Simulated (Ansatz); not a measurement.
CdSe (rock salt, Fm-3m) under volume change, DFT-LDA in the program Ansatz with PAW potentials, scaled uniformly.

```csv
V (Å³/atom),E − E(relaxed) (meV/atom),P (GPa)
19.596,51.2,9.27
20.242,21.4,5.63
20.889,5.0,2.57
21.535,0.0,-0.01
22.181,4.5,-2.17
22.827,17.0,-3.98
23.473,36.2,-5.50
```

**Question.** What does a third-order Birch–Murnaghan fit give for V₀, B₀ and B′?

**Answer.** V₀ = 21.53 Å³/atom, B₀ = 78.4 GPa, B′ = 4.8.

This is a known high-pressure phase of the composition, computed here at zero pressure and temperature. Symmetry was held in the LDA relaxation; whether a distortion lowers the energy is not shown.

Potentials: the later of the program's two PAW sets.
